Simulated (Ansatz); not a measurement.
Rh (fcc, Cu type)

```
Rh
1.0
    0.00000     1.90000     1.90000
    1.90000     0.00000     1.90000
    1.90000     1.90000     0.00000
Rh
1
Direct
  0.00000   0.00000   0.00000
```

The slice is a {111} plane (indices of the conventional cell) through the point (0.000, 0.000, 0.000) (fractional), spanned by u = [100] and v = [-1 2 0] in vectors of this cell: u (2.69 Å) and v (4.65 Å, at 90° to u). It covers one period; positions are fractions (u, v).

All values below come from r2SCAN (plane waves to 500 eV, PAW, scalar-relativistic; Ansatz, a quantum-chemistry and plane-wave program). k mesh 21×21×21. Near the nuclei the fields are pseudised (PAW); where an atom keeps semicore shells as valence, they peak there. Rh is run without spin polarisation. Rh was relaxed with its symmetry unable to fall.

Three fields on this plane, each scaled to ten steps between its own extremes (0 low, 9 high; the total valence density on a logarithmic scale, the potential cut 8 eV below its top; x marks points blanked near nuclei; v = 0 in the bottom row):

Map A
```
|xxxxx575xxxx|
|xxxx07970xxx|
|xxxx58985xxx|
|xx057999750x|
|667776666766|
|99750xxx0579|
|985xxxxxxx58|
|970xxxxxxx07|
|75xxxxxxxxx5|
|74xxxxxxxxx4|
|75xxxxxxxxx5|
|970xxxxxxx07|
|985xxxxxxx58|
|99750xxx0579|
|666766667776|
|xx057999750x|
|xxxx58985xxx|
|xxxx07970xxx|
|xxxxx575xxxx|
|xxxxx474xxxx|
```

Map B
```
|xxxxx525xxxx|
|xxxx93139xxx|
|xxxx51015xxx|
|xx952101259x|
|443334443334|
|01259xxx9521|
|015xxxxxxx51|
|139xxxxxxx93|
|25xxxxxxxxx5|
|36xxxxxxxxx6|
|25xxxxxxxxx5|
|139xxxxxxx93|
|015xxxxxxx51|
|01259xxx9521|
|443334443334|
|xx952101259x|
|xxxx51015xxx|
|xxxx93139xxx|
|xxxxx525xxxx|
|xxxxx636xxxx|
```

Map C
```
|xxxxx282xxxx|
|xxxx51815xxx|
|xxxx05950xxx|
|xx636888636x|
|016961016961|
|88636xxx6368|
|950xxxxxxx05|
|815xxxxxxx51|
|82xxxxxxxxx2|
|93xxxxxxxxx3|
|82xxxxxxxxx2|
|815xxxxxxx51|
|950xxxxxxx05|
|88636xxx6368|
|016961016961|
|xx636888636x|
|xxxx05950xxx|
|xxxx51815xxx|
|xxxxx282xxxx|
|xxxxx393xxxx|
```

Problem. Assign the maps to these fields: electron localisation function (ELF); valence electron density; electrostatic potential energy of an electron, from the cell's mean.

Solution. A is the electrostatic potential energy of an electron, from the cell's mean; B is the valence electron density; C is the electron localisation function (ELF).
